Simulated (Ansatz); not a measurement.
Ge (diamond)

Method: r²SCAN, scalar-relativistic; no spin polarisation; PAW, 500 eV, Γ-centred 12×12×12 mesh, 0.05 eV Gaussian smearing; code Ansatz. The datasets are Ansatz's generated set soft_2.

```yaml
crystal:
  lattice:
    - [0.00000, 2.83675, 2.83675]
    - [2.83675, 0.00000, 2.83675]
    - [2.83675, 2.83675, 0.00000]
  atoms:
    - { symbol: Ge, position: [0.50000, 0.50000, 0.50000] }
    - { symbol: Ge, position: [0.75000, 0.75000, 0.75000] }
```

The cell is relaxed to zero pressure at this level.

Path: Γ–X–U | K–Γ–L–W–X, with Γ = (0.000, 0.000, 0.000), X = (0.500, 0.000, 0.500), U = (0.625, 0.250, 0.625), K = (0.375, 0.375, 0.750), L = (0.500, 0.500, 0.500), W = (0.500, 0.250, 0.750) in reciprocal vectors of the calculation's cell.

Q: Is it a metal or an insulator, and if it has a gap, where are the band edges on this path?

A: An insulator with a gap of 0.36 eV on the path, the valence band topping at Γ and the conduction band bottoming at Γ; the smallest direct gap is 0.36 eV.

Bands as a text map, energy in eV from the Fermi level (dashes), each leg drawn with the same width:
```
  1.71 |  *       *      *                              
  1.50 | *              *    *                      *   
  1.29 |   *  *  *    **                                
  1.07 |            **           **      *           *  
  0.86 |    *  *****                                  **
  0.64 |     **               * *  *                    
  0.43 |                            **  *               
  0.21 |*                      *      **                
  0.00 |------------------------------------------------
 -0.21 |*                     ***                       
 -0.43 |                     *   *                      
 -0.64 | *                  *   *                       
 -0.86 |                      *   *                     
 -1.07 |                   * *     *                    
 -1.29 |  *                         *                   
 -1.50 | *                           *                  
 -1.71 |                  *           ***               
 -1.93 |   *                             *              
 -2.14 |                 *  *    *        *             
 -2.36 |                                                
 -2.57 |    *                *           * *            
 -2.79 |                *                               
 -3.00 |  *  *       ***                    *           
 -3.21 |      *   ***      *                            
 -3.43 |       ***                        *          ***
 -3.64 |         *                *          *      *   
 -3.86 |          *                                *    
 -4.07 |           *      * *              *  *  **     
        Γ      X      UK       Γ       L       W       X
```

**What was measured.** “Temperature-dependent photoluminescence in Ge: experiment and theory”, 2020, arxiv:2003.00143 reports, for a bulk crystal of Ge at 0 K: band gap 0.744 eV (indirect).

The results are compared with them further down.

**Against experiment.** Measured gap of Ge: 0.744 eV (indirect; 0 K; “Temperature-dependent photoluminescence in Ge: experiment and theory”, 2020, arxiv:2003.00143). This calculation gives 0.36 eV (-0.38 eV). 3 values of this kind are on record (0.666 to 0.807 eV); this one was drawn at random among those near their median. Kohn–Sham gaps of semilocal functionals mostly fall below measured ones. Temperature and excitons aren't in the calculation.
